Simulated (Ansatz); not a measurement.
Cu3SCl at 7.8 GPa (stress–strain coefficients): relaxed-ion elastic tensor

Level of theory: DFT LDA, scalar-relativistic, plane waves, PAW in Ansatz 0.2.0. Plane waves to 420 eV; Γ-centred k mesh 6×6×6; fixed occupations. No spin polarisation.

The cell is fixed (symmetry leaves no force on the atoms) and stands under 7.8 GPa:
```xyz
5
Lattice="4.1981 0.0000 0.0000 0.0000 4.1981 0.0000 0.0000 0.0000 4.1981" Properties=species:S:1:pos:R:3 pbc="T T T"
Cl    0.0000    0.0000    0.0000
S     2.0991    2.0991    2.0991
Cu    2.0991    2.0991    0.0000
Cu    2.0991    0.0000    2.0991
Cu    0.0000    2.0991    2.0991
```

The cell is the ideal cubic antiperovskite prototype; whether it is the stable structure of this composition wasn't checked.

Task: Give the relaxed-ion elastic constants (GPa, Voigt order xx yy zz yz xz xy, on the axes of the cell above).

Result:
C11 = 238.8, C12 = 78.0, C13 = 78.0, C22 = 238.8, C23 = 78.0, C33 = 238.8, C44 = -2.4, C55 = -2.4, C66 = -2.4 GPa; the others vanish.

Task: Is the crystal stable against homogeneous strain?

Result: No: the tensor has an eigenvalue of -2.4 GPa, so some strain lowers the energy.